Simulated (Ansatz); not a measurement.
## Does relaxation matter for the field gradients of CdSe with potassium replacing Cd?

Start: a supercell of CdSe (wurtzite type, P6_3mc) built from a COD entry (the entry's cell lengths or inner coordinates differ somewhat from later room-temperature determinations), with all atoms left at the host's positions.

Space group P3m1 (No. 156); a = 8.6000, c = 14.0400 Å, γ = 120.00°.

| site | Wyckoff | site symmetry | x | y | z |
| --- | --- | --- | --- | --- | --- |
| K | 1a | 3m. | 0.0000 | 0.0000 | 0.0000 |
| Cd2 | 1a | 3m. | 0.0000 | 0.0000 | 0.5000 |
| Cd3 | 3d | .m. | 0.0000 | 0.5000 | 0.0000 |
| Cd4 | 3d | .m. | 0.0000 | 0.5000 | 0.5000 |
| Cd9 | 3d | .m. | 0.1667 | 0.8333 | 0.2500 |
| Cd10 | 3d | .m. | 0.1667 | 0.8333 | 0.7500 |
| Cd15 | 1c | 3m. | 0.6667 | 0.3333 | 0.2500 |
| Cd16 | 1c | 3m. | 0.6667 | 0.3333 | 0.7500 |
| Se17 | 1a | 3m. | 0.0000 | 0.0000 | 0.1925 |
| Se18 | 1a | 3m. | 0.0000 | 0.0000 | 0.6925 |
| Se19 | 3d | .m. | 0.0000 | 0.5000 | 0.1925 |
| Se20 | 3d | .m. | 0.0000 | 0.5000 | 0.6925 |
| Se25 | 3d | .m. | 0.1667 | 0.8333 | 0.4425 |
| Se26 | 3d | .m. | 0.1667 | 0.8333 | 0.9425 |
| Se31 | 1c | 3m. | 0.6667 | 0.3333 | 0.4425 |
| Se32 | 1c | 3m. | 0.6667 | 0.3333 | 0.9425 |

One atom of each set is listed.

Computed with Ansatz: DFT, PBE, plane waves and PAW, scalar-relativistic, collinear spin, 420 eV cutoff, Γ-centred 3×3×2 k-points, Fermi–Dirac smearing 0.01 eV. Start moments as typed (μB): 1 on each K, none on the rest.

The largest force at the start is 2.2 eV/Å. Relaxing the ions at fixed cell moves them by 1.039 Å at most (atom 17, Se) and 0.294 Å rms.

```csv
site,moved (Å),first shell before,first shell after,V_zz before (10²¹ V/m²),η before
K,0.805,4 Se at 2.61–2.70 Å,4 Se at 2.94–2.99 Å,-0.45,0.00
Cd2,0.341,4 Se at 2.61–2.70 Å,5 Se at 2.65–2.94 Å,3.07,0.00
Cd3,0.247,4 Se at 2.61–2.70 Å,4 Se at 2.59–2.72 Å,3.08,0.43
Cd4,0.146,4 Se at 2.61–2.70 Å,4 Se at 2.60–2.62 Å,2.97,0.02
Cd9,0.202,4 Se at 2.61–2.70 Å,4 Se at 2.64–2.65 Å,3.41,0.52
Cd10,0.103,4 Se at 2.61–2.70 Å,4 Se at 2.60–2.64 Å,2.09,0.10
Cd16,0.206,4 Se at 2.61–2.70 Å,4 Se at 2.61–2.63 Å,2.78,0.00
Se17,1.039,"3 Cd at 2.61 Å, 1 K at 2.70 Å","4 Cd at 2.65–2.94 Å, 1 K at 2.94 Å",-20.9,0.00
Se19,0.193,4 Cd at 2.61–2.70 Å,4 Cd at 2.64–2.72 Å,-1.90,0.46
Se20,0.051,4 Cd at 2.61–2.70 Å,4 Cd at 2.60–2.64 Å,-2.63,0.54
Se25,0.147,4 Cd at 2.61–2.70 Å,4 Cd at 2.62–2.65 Å,-2.74,0.12
Se26,0.205,"3 Cd at 2.61–2.70 Å, 1 K at 2.61 Å","3 Cd at 2.59–2.60 Å, 1 K at 2.99 Å",-11.86,0.34
Se31,0.189,4 Cd at 2.61–2.70 Å,4 Cd at 2.62–2.67 Å,-1.85,0.00
```

(1) How do the gradients change?

Results:

(1) 

```json
{"site": "K", "V_zz after": "-2.79", "η after": "0.00", "change of V_zz": "-2.34"}
{"site": "Cd2", "V_zz after": "1.93", "η after": "0.00", "change of V_zz": "-1.14"}
{"site": "Cd3", "V_zz after": "6.83", "η after": "0.68", "change of V_zz": "+3.75"}
{"site": "Cd4", "V_zz after": "2.34", "η after": "0.67", "change of V_zz": "–"}
{"site": "Cd9", "V_zz after": "4.41", "η after": "0.89", "change of V_zz": "–"}
{"site": "Cd10", "V_zz after": "-2.55", "η after": "0.26", "change of V_zz": "-4.64"}
{"site": "Cd16", "V_zz after": "-3.34", "η after": "0.00", "change of V_zz": "-6.12"}
{"site": "Se17", "V_zz after": "-12.25", "η after": "0.00", "change of V_zz": "+8.62"}
{"site": "Se19", "V_zz after": "2.58", "η after": "0.76", "change of V_zz": "–"}
{"site": "Se20", "V_zz after": "-2.06", "η after": "0.76", "change of V_zz": "+0.57"}
{"site": "Se25", "V_zz after": "2.48", "η after": "0.98", "change of V_zz": "–"}
{"site": "Se26", "V_zz after": "-13.94", "η after": "0.12", "change of V_zz": "-2.08"}
{"site": "Se31", "V_zz after": "2.28", "η after": "0.00", "change of V_zz": "+4.13"}
```

The largest change of V_zz along a kept axis is on Se17, from -20.9 to -12.25. Small gradients that grow severalfold: K (-0.45 to -2.79). In per cent, |V_zz| changes by -37 to +122 on Cd, -41 to +18 on Se (all sites that start above 2, bar those whose gradient vanishes or changes sign or whose main axis turns by over 40°). Where |V_zz| stays above 0.1 and the axes keep their order, η moves most on Se20, from 0.54 to 0.76. On Cd3 V_xx and V_yy change places (or their axes turn by over 50°), so the two values of η hide a larger change. V_zz changes sign on Cd16 (same axis), Cd10 (axis turned by 37°), Se31 (same axis). On Cd9, Cd4, Se25, Se19 the largest principal value lies along another axis in the second run, so the two V_zz can't be compared directly. The table leaves out 3 of the 16 sites, with |V_zz| up to 3.15; their tensors move by 1.04 at most along any direction. The statements above cover all sites. The electronic state changes along with the positions (absolute moment from 0.7 to 0.4 μB), so the changes aren't those of geometry alone. The host's own positions weren't relaxed first, so part of the change far from the defect can be the host's relaxation.

The defect repeats with the cell of 32 atoms, so it feels its images: sites between two images don't show the values beside a lone defect, and zeros or small values of η there can come from the images' arrangement. Cd and Se carry a gradient in the pure host already, so the values there aren't the defect's effect alone. The defect cell has no gap above 0.1 eV on its mesh, so the values can hang on the smearing and the k-mesh. Without spin–orbit coupling (the program notes it for Cd) the gradients can shift by some per cent, and by up to a factor of two as the program warns, since there is no gap. The run lost most of its start moments on K; a state with other moments may lie lower.
Before: The neighbours have not yet relaxed around the defect (largest force 2.2 eV/Å), and relaxing can change the values around it severalfold.
After: The relaxation keeps the site symmetry 3m of the start, so the impurity can move only along its axis; a distortion that would localise the partly filled state isn't explored.
